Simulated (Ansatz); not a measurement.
## Surface calculation: fcc Sb (100), 5 layers

The slab is cut from the fcc crystal, which needn't be the stable phase, as relaxed on PAW files (26.20 Å³/atom), with 16 Å of vacuum and a dipole correction:

```
Sb
1.0
     3.33385    0.00000    0.00000
     0.00000    3.33385    0.00000
     0.00000    0.00000   25.42950
Sb
5
Direct
  0.00000 0.00000 0.31459
  0.50000 0.50000 0.40730
  0.00000 0.00000 0.50000
  0.50000 0.50000 0.59270
  0.00000 0.00000 0.68541
```

All numbers are PBEsol results (scalar-relativistic) from Ansatz 0.2.0, with a Γ-centred 11×11×1 k mesh, Fermi–Dirac smearing of 0.1 eV, no spin polarisation. Methods: LAPW: all electrons, basis error target 1 meV/atom; PAW: frozen-core files, cutoff 420 eV.

The bulk energy comes from a cell in the slab's orientation on a 11×11×8 mesh. The surface energy is (E(slab) − N·E(bulk))/2A at zero smearing, the mean of both faces; thin slabs carry quantum-size effects.

Spin–orbit coupling is left out, which matters for the heavy atoms. The PAW files were made under PBE.

Question: As cut, the LAPW slab lies 0.652 eV above 5 atoms of bulk. What surface energy is that?

Answer: Over two faces of 11.11 Å² it is 29.3 meV/Å², and times 16.02 J/m² per eV/Å² that gives γ = 0.470 J/m².

| method | γ as cut (J/m²) | γ relaxed (J/m²) | Φ as cut (eV) | Φ relaxed (eV) |
| --- | --- | --- | --- | --- |
| LAPW | 0.470 | 0.382 | ? | ? |

Question: What belongs in the row "LAPW", column "Φ relaxed (eV)"?

Answer: 4.20.

Question: Give the missing entry: row "LAPW", column "Φ as cut (eV)".

Answer: 4.34.

Question: How do the spacings between the planes relax?

Answer: From the bottom face up: d12 -11.6 % of 2.357 Å, d23 +1.7 % of 2.357 Å, d34 +1.7 % of 2.357 Å, d45 -11.6 % of 2.357 Å.

Question: What changes if the images along the normal are cut off in place of the dipole correction?

Answer: LAPW then gives: no gap, work function 4.20 eV; PAW: no gap, work function 4.20 eV.

Question: What changes if the vacuum is set to 7 Å?

Answer: LAPW then gives: no gap, work function 4.02 (top) and 4.12 (bottom) eV; PAW: no gap, work function 3.86 (top) and 3.97 (bottom) eV. The program warns that the vacuum is too thin.

Question: A 3d core hole is made on one atom of each kind in every 1×1 cell (PAW hole dataset, neutral cell, valence without spin). What does it cost by layer?

Answer: layer 1 527.41 eV, layer 2 527.69 eV, layer 3 527.44 eV. Shifts between layers mean more than the absolute values, and a whole layer of holes screens otherwise than one hole.
